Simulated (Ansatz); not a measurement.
Relaxed Na (bcc, W type):

```yaml
crystal:
  lattice:
    - [-4.19651, 4.19651, 4.19651]
    - [2.09826, -2.09826, 2.09826]
    - [2.09826, 2.09826, -2.09826]
  atoms:
    - { symbol: Na, position: [0.00000, 0.00000, 0.00000] }
    - { symbol: Na, position: [0.50000, 0.00000, 0.00000] }
```

In each cell atom 1 (Na, nearest neighbour Na at 3.634 Å; its periodic images, 3.6 Å or more away, move with it) moves by s·(1.000, 0.000, 0.000) (along Cartesian x), the rest being held.

Method: PBE (plane waves to 420 eV, PAW, scalar-relativistic; Ansatz, a program for electronic structure). k mesh 13×13×13 (Γ-centred), Fermi-Dirac smearing 0.05 eV. Energies are smeared free energies. With partly filled bands, energies and forces of such displacements shift with the k mesh and the smearing. Na was relaxed with its symmetry unable to fall. ΔE is measured from the undisplaced structure.

The scan covers s from -1.090 to 1.090 Å in 11 points.

Is the energy the same for equal positive and negative displacements?

Even: the same for both signs. With its periodic images moving along, the atom's site symmetry in this cell is mmm.

What is the energy change at s = 1.090 Å?

156 meV/cell.

What is the force constant k = d²E/ds² of this move at s = 0?

0.32 eV/Å².

(For displaced atoms, the force is minus the slope of the energy, and its curvature is a force constant, which sets phonon frequencies.)
